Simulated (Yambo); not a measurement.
Absorption of YOF (space group R-3m, No. 166) with and without the electron-hole interaction (Yambo, PBEsol bands; 6×6×6 mesh, 9 valence and 7 conduction bands, static screening with 53 bands and a 3 Ry block, scissor 2.22 eV, Tamm-Dancoff; field along x). Axes are Cartesian, with cell vectors (Å) (1.90, 1.10, 6.30), (-1.90, 1.10, 6.30), (0.00, -2.19, 6.30).

```json
[
 {"E (eV)": "5.07", "Im ε, BSE": "0.09", "Im ε, independent quasiparticles": "0.04"},
 {"E (eV)": "5.17", "Im ε, BSE": "0.10", "Im ε, independent quasiparticles": "0.04"},
 {"E (eV)": "5.27", "Im ε, BSE": "0.10", "Im ε, independent quasiparticles": "0.04"},
 {"E (eV)": "5.37", "Im ε, BSE": "0.11", "Im ε, independent quasiparticles": "0.04"},
 {"E (eV)": "5.47", "Im ε, BSE": "0.12", "Im ε, independent quasiparticles": "0.04"},
 {"E (eV)": "5.57", "Im ε, BSE": "0.13", "Im ε, independent quasiparticles": "0.04"},
 {"E (eV)": "5.67", "Im ε, BSE": "0.15", "Im ε, independent quasiparticles": "0.05"},
 {"E (eV)": "5.77", "Im ε, BSE": "0.16", "Im ε, independent quasiparticles": "0.05"},
 {"E (eV)": "5.87", "Im ε, BSE": "0.18", "Im ε, independent quasiparticles": "0.05"},
 {"E (eV)": "5.97", "Im ε, BSE": "0.21", "Im ε, independent quasiparticles": "0.06"},
 {"E (eV)": "6.08", "Im ε, BSE": "0.23", "Im ε, independent quasiparticles": "0.06"},
 {"E (eV)": "6.18", "Im ε, BSE": "0.27", "Im ε, independent quasiparticles": "0.06"},
 {"E (eV)": "6.28", "Im ε, BSE": "0.32", "Im ε, independent quasiparticles": "0.07"},
 {"E (eV)": "6.38", "Im ε, BSE": "0.38", "Im ε, independent quasiparticles": "0.07"},
 {"E (eV)": "6.48", "Im ε, BSE": "0.47", "Im ε, independent quasiparticles": "0.08"},
 {"E (eV)": "6.58", "Im ε, BSE": "0.60", "Im ε, independent quasiparticles": "0.08"},
 {"E (eV)": "6.68", "Im ε, BSE": "0.79", "Im ε, independent quasiparticles": "0.09"},
 {"E (eV)": "6.78", "Im ε, BSE": "1.11", "Im ε, independent quasiparticles": "0.09"},
 {"E (eV)": "6.88", "Im ε, BSE": "1.72", "Im ε, independent quasiparticles": "0.10"},
 {"E (eV)": "6.98", "Im ε, BSE": "2.94", "Im ε, independent quasiparticles": "0.11"},
 {"E (eV)": "7.08", "Im ε, BSE": "4.46", "Im ε, independent quasiparticles": "0.12"},
 {"E (eV)": "7.18", "Im ε, BSE": "4.31", "Im ε, independent quasiparticles": "0.14"},
 {"E (eV)": "7.28", "Im ε, BSE": "4.29", "Im ε, independent quasiparticles": "0.16"},
 {"E (eV)": "7.38", "Im ε, BSE": "5.61", "Im ε, independent quasiparticles": "0.18"},
 {"E (eV)": "7.48", "Im ε, BSE": "6.42", "Im ε, independent quasiparticles": "0.21"},
 {"E (eV)": "7.58", "Im ε, BSE": "5.40", "Im ε, independent quasiparticles": "0.25"},
 {"E (eV)": "7.68", "Im ε, BSE": "4.42", "Im ε, independent quasiparticles": "0.32"},
 {"E (eV)": "7.78", "Im ε, BSE": "4.54", "Im ε, independent quasiparticles": "0.41"},
 {"E (eV)": "7.88", "Im ε, BSE": "5.96", "Im ε, independent quasiparticles": "0.50"},
 {"E (eV)": "7.98", "Im ε, BSE": "7.22", "Im ε, independent quasiparticles": "0.64"},
 {"E (eV)": "8.08", "Im ε, BSE": "5.85", "Im ε, independent quasiparticles": "0.80"},
 {"E (eV)": "8.18", "Im ε, BSE": "4.03", "Im ε, independent quasiparticles": "1.01"},
 {"E (eV)": "8.28", "Im ε, BSE": "3.33", "Im ε, independent quasiparticles": "1.22"},
 {"E (eV)": "8.38", "Im ε, BSE": "3.47", "Im ε, independent quasiparticles": "1.48"},
 {"E (eV)": "8.49", "Im ε, BSE": "3.66", "Im ε, independent quasiparticles": "1.90"},
 {"E (eV)": "8.59", "Im ε, BSE": "3.99", "Im ε, independent quasiparticles": "2.24"},
 {"E (eV)": "8.69", "Im ε, BSE": "4.51", "Im ε, independent quasiparticles": "2.67"},
 {"E (eV)": "8.79", "Im ε, BSE": "4.75", "Im ε, independent quasiparticles": "3.42"},
 {"E (eV)": "8.89", "Im ε, BSE": "5.27", "Im ε, independent quasiparticles": "3.92"},
 {"E (eV)": "8.99", "Im ε, BSE": "5.28", "Im ε, independent quasiparticles": "4.15"},
 {"E (eV)": "9.09", "Im ε, BSE": "4.87", "Im ε, independent quasiparticles": "4.41"},
 {"E (eV)": "9.19", "Im ε, BSE": "4.42", "Im ε, independent quasiparticles": "4.50"},
 {"E (eV)": "9.29", "Im ε, BSE": "3.88", "Im ε, independent quasiparticles": "4.88"},
 {"E (eV)": "9.39", "Im ε, BSE": "3.37", "Im ε, independent quasiparticles": "5.19"},
 {"E (eV)": "9.49", "Im ε, BSE": "3.11", "Im ε, independent quasiparticles": "5.50"},
 {"E (eV)": "9.59", "Im ε, BSE": "3.34", "Im ε, independent quasiparticles": "5.36"},
 {"E (eV)": "9.69", "Im ε, BSE": "3.43", "Im ε, independent quasiparticles": "4.55"},
 {"E (eV)": "9.79", "Im ε, BSE": "3.38", "Im ε, independent quasiparticles": "4.05"},
 {"E (eV)": "9.89", "Im ε, BSE": "3.39", "Im ε, independent quasiparticles": "4.29"},
 {"E (eV)": "9.99", "Im ε, BSE": "3.56", "Im ε, independent quasiparticles": "4.73"},
 {"E (eV)": "10.09", "Im ε, BSE": "3.35", "Im ε, independent quasiparticles": "4.89"},
 {"E (eV)": "10.19", "Im ε, BSE": "3.35", "Im ε, independent quasiparticles": "4.86"},
 {"E (eV)": "10.29", "Im ε, BSE": "3.04", "Im ε, independent quasiparticles": "4.46"},
 {"E (eV)": "10.39", "Im ε, BSE": "2.70", "Im ε, independent quasiparticles": "3.89"},
 {"E (eV)": "10.49", "Im ε, BSE": "2.31", "Im ε, independent quasiparticles": "3.53"},
 {"E (eV)": "10.59", "Im ε, BSE": "2.27", "Im ε, independent quasiparticles": "3.55"},
 {"E (eV)": "10.69", "Im ε, BSE": "2.09", "Im ε, independent quasiparticles": "3.61"},
 {"E (eV)": "10.79", "Im ε, BSE": "2.07", "Im ε, independent quasiparticles": "3.61"}
]
```

The scissor comes from a G0W0 run whose convergence isn't established. Broadening 0.15 eV. The band window holds all transitions up to 10.8 eV. Fine structure above the onset can come from the mesh.

Geometry of the Materials Project entry, not relaxed at this level; primitive cell a = b = c = 6.6671 Å, α = β = γ = 33.08°.
